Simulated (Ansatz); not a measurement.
Frames from the relaxation of a relaxed InSe cell with one In and one Se atom exchanged in a cell of 8 atoms, as extended XYZ (Å, eV, eV/Å, GPa with compression positive). The numbers are results of PBE (plane waves to 420 eV, PAW, scalar-relativistic; Ansatz, a program for electronic structure), not measurements. Γ-centred k-mesh 7×7×2 on the run's cell (coarser than for final values), Fermi–Dirac smearing 0.05 eV.

```xyz
8
Lattice="4.0864 0.0000 0.0000 -2.0432 3.5390 0.0000 0.0000 0.0000 18.5825" Properties=species:S:1:pos:R:3:forces:R:3 pbc="T T T" step=1 free_energy=-44271.090 pressure=1.1 accepted=T
Se     0.0000     2.3593    12.5241    0.0000    0.0000    2.0262
In     2.0432     1.1797     3.2328    0.0000    0.0000    0.0077
In     2.0432     1.1797     6.0584    0.0000    0.0000    0.0115
In     0.0000     2.3593    15.3497    0.0000    0.0000   -0.5495
Se     0.0000     2.3593     1.9588    0.0000    0.0000   -0.0150
In     2.0432     1.1797    11.2501    0.0000    0.0000   -1.4113
Se     2.0432     1.1797    16.6237    0.0000    0.0000   -0.0858
Se     0.0000     2.3593     7.3325    0.0000    0.0000    0.0160
8
Lattice="4.1096 0.0000 0.0000 -2.0548 3.5590 0.0000 0.0000 0.0000 18.5433" Properties=species:S:1:pos:R:3:forces:R:3 pbc="T T T" step=2 free_energy=-44271.467 pressure=0.0 accepted=T
Se     0.0000     2.3727    12.6922    0.0000    0.0000    0.2757
In     2.0548     1.1863     3.2236    0.0000    0.0000   -0.0405
In     2.0548     1.1863     6.0510    0.0000    0.0000    0.0149
In     0.0000     2.3727    15.2752    0.0000    0.0000    0.1154
Se     0.0000     2.3727     1.9561    0.0000    0.0000    0.0389
In     2.0548     1.1863    11.0982    0.0000    0.0000   -0.1513
Se     2.0548     1.1863    16.5606    0.0000    0.0000   -0.2535
Se     0.0000     2.3727     7.3166    0.0000    0.0000    0.0005
8
Lattice="4.1291 0.0000 0.0000 -2.0645 3.5759 0.0000 0.0000 0.0000 18.5071" Properties=species:S:1:pos:R:3:forces:R:3 pbc="T T T" step=3 free_energy=-44271.470 pressure=0.3 accepted=T
Se     0.0000     2.3839    12.6995    0.0000    0.0000   -0.2395
In     2.0645     1.1920     3.2345    0.0000    0.0000    0.0618
In     2.0645     1.1920     6.0681    0.0000    0.0000   -0.0121
In     0.0000     2.3839    15.2300    0.0000    0.0000   -0.0214
Se     0.0000     2.3839     1.9922    0.0000    0.0000   -0.0471
In     2.0645     1.1920    11.0683    0.0000    0.0000   -0.0131
Se     2.0645     1.1920    16.4141    0.0000    0.0000    0.2638
Se     0.0000     2.3839     7.3218    0.0000    0.0000    0.0078
```

The path has 10 moves and ends in P3m1 (No. 156), 0.05 eV/atom below its start. Free energies are of the whole cell and compare only within this code, potentials and settings.  No spin polarisation in the result.

The run could not lose the symmetry of its start, so the end can be a saddle point.

The end of the path is a generated cell of InSe: the first start was made by placing the elements on the sites of a structure type, and the end was not matched to a known phase here, so it may be hypothetical. Known forms of InSe include space group No. 194.
